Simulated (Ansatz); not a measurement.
**Sn$_{3}$Se: moving Se off its site**

Sn$_{3}$Se, Fm-3m, a = 7.316 Å. The structure is a Materials Project entry; whether it is the stable form wasn't checked. Ansatz: PBEsol, PAW, 420 eV, Γ-centred 12×12×12 mesh on 4 atoms, Gaussian smearing 0.15 eV; no spin polarisation.

```
Sn Se
1.0
     0.00000    3.65819    3.65819
     3.65819    0.00000    3.65819
     3.65819    3.65819    0.00000
Sn Se
3 1
Direct
  0.25000 0.25000 0.25000
  0.75000 0.75000 0.75000
  0.50000 0.50000 0.50000
  0.00000 0.00000 0.00000
```

Atom 4 (Se) moves by x along the unit vector (1.000, 0.000, 0.000), with its periodic images; all else is held. y is the free energy of the cell over the start, F the force along the path summed over the moved atoms. Symmetry makes y even in x.

```tsv
x (Å)	y (meV)	F (eV/Å)
-0.4500	?	?
-0.2250	27.7	0.25
0.0000	0.0	0.00
0.0563	1.7	-0.06
0.1125	6.9	-0.12
0.1688	15.5	-0.18
0.2813	43.5	-0.32
0.3375	63.3	-0.39
0.3938	87.3	-0.47
```

**Question.** Fit y = c2 x² + c4 x⁴ to the energies of the other rows, give the force constant, and predict energy and force of the missing row.

**Answer.** Least squares on the rows shown. y = 537.8 x² + 160.5 x⁴. The force constant is 2 c2 = 1.08 eV/Å² (for all images moving together, not for a lone atom). The force −dy/dx at the missing row is 0.54 eV/Å (computed 0.55). At x = -0.4500 the fit asked for gives 115.5 meV. The run gave 115.8 meV, so the fit is 0.3 meV too low, a small miss on the scale of the series.

Cost: 9 runs of about 3.2 core-minutes in all, on Intel Xeon 6975P-C (Granite Rapids) (shared hosts).